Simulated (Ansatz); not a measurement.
**Computed properties of GaCuGeSe4**

GaCuGeSe4:
```xyz
7
Lattice="-2.6858 2.6858 5.3081 2.6858 -2.6858 5.3081 2.6858 2.6858 -5.3081" Properties=species:S:1:pos:R:3 pbc="T T T"
Ga     0.0000     0.0000     5.3081
Cu     2.6858     0.0000     2.6541
Ge     0.0000     2.6858     2.6541
Se     1.2179     1.2308    -1.2401
Se    -1.4550     1.4680     6.5482
Se     1.4680     1.4550     4.0680
Se     4.1409     1.2179     1.2401
```

Space group I-4 (No. 82); conventional cell a = 5.372 Å, b = 5.372 Å, c = 10.616 Å, α = 90.00°, β = 90.00°, γ = 90.00°.

Method: DFT-LDA in the program Ansatz with PAW potentials. Structure relaxed to zero pressure with the same functional. Other levels are named where they apply.

**Cell and energy**

```
Property                                                       Value
-----------------------------------------------------  -------------
Volume per atom                                             21.88 Å³
Density                                                   5.66 g/cm³
Formation energy from the elements (no fitted shifts)  -0.37 eV/atom
```

**Electronic structure**

```
Item                                                                             Value
--------------------------------------------  ----------------------------------------
Band gap                                                              0.78 eV (direct)
Valence-band maximum                                                              at Γ
Conduction-band minimum                                                           at Γ
Electron effective mass                       0.086, 0.086, 0.15 mₑ (principal values)
Hole effective mass, band 1 of 2 at the edge           0.56 along x, 0.54 along z (mₑ)
Hole effective mass, band 2 of 2 at the edge          0.088 along x, 0.54 along z (mₑ)
```

**Phonons**

```
Item                                                                Result
--------------------------------------------------  ----------------------
Highest zone-centre frequency (without LO–TO term)                275 cm⁻¹
Zone-centre stability                               no imaginary mode at Γ
```

The workflow started from a Materials Project entry (that database holds measured and hypothetical structures alike); the Crystallography Open Database copy checked does not list it. Its standing as an ambient phase is unchecked. The cell was relaxed with LDA under the symmetry of its start. No spin polarisation was allowed. The references are the lowest solids computed at this level, not always the standard phases. Spin–orbit coupling is left out wherever it is not named.

Potentials: the later of the program's two PAW sets.
